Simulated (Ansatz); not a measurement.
The relaxed structure here is a generated cell of NbSi2: the first start was made by placing the elements on the sites of a structure type, and the end was not matched to a known phase here, so it may be hypothetical. Known forms of NbSi2 include space group No. 180.

A relaxed structure of NbSi$_{2}$. Space group I4/mmm (No. 139). These are r2SCAN (plane waves to 500 eV, PAW, scalar-relativistic; Ansatz, an electronic-structure program) values and carry that method's errors.

```cif
data_Nb2Si4
_chemical_formula_sum 'Si4 Nb2'
_space_group_name_H-M_alt 'I4/mmm'
_space_group_IT_number 139
_space_group_name_Hall '-I 4 2'
_cell_length_a 4.61955
_cell_length_b 4.61955
_cell_length_c 5.06205
_cell_angle_alpha 90.000
_cell_angle_beta 90.000
_cell_angle_gamma 90.000
loop_
_atom_site_label
_atom_site_type_symbol
_atom_site_symmetry_multiplicity
_atom_site_Wyckoff_symbol
_atom_site_fract_x
_atom_site_fract_y
_atom_site_fract_z
_atom_site_occupancy
Si1 Si 4 d 0.00000 0.50000 0.25000 1
Nb1 Nb 2 a 0.00000 0.00000 0.00000 1
```
(The calculation used a cell of 3 atoms; values per cell refer to that cell.)

```yaml
volume_per_atom: 18.00 Å³
density: 4.58 g/cm³
band_gap: no gap (metallic)
shortest_distances: Si–Si 2.53 Å; Nb–Si 2.63 Å
k-mesh: 14×14×14
```

Band energies at high-symmetry points (eV from the Fermi level; labels of this space group; no spin-orbit coupling), from −5 eV up to 2.3 eV:

```json
[
 {"point": "Γ", "energies": "-4.84 -3.47 -3.47 -1.96 -1.14 0.28 1.61 1.61"},
 {"point": "X", "energies": "-3.74 -2.16 -0.89 -0.70 0.37 1.53"},
 {"point": "P", "energies": "-4.57 -4.33 -2.05 -0.68 -0.68 0.45"},
 {"point": "N", "energies": "-3.67 -3.23 -0.94 -0.65 -0.50 0.66 0.84"},
 {"point": "M", "energies": "-3.40 -3.40 -0.44 -0.44 0.37 1.14"},
 {"point": "S", "energies": "-3.51 -3.39 -0.52 -0.36 0.51 1.18"},
 {"point": "S0", "energies": "-3.51 -3.39 -0.52 -0.36 0.51 1.18"},
 {"point": "R", "energies": "-3.70 -3.29 -0.48 -0.40 0.62 1.22"}
]
```

No spin polarisation in the result. The relaxed primitive cell holds an odd number of electrons. A magnetic state may lie lower.

The run could not lose the symmetry of its start, so the end can be a saddle point.

All atoms sit on sites fixed by symmetry, so only the cell could relax.
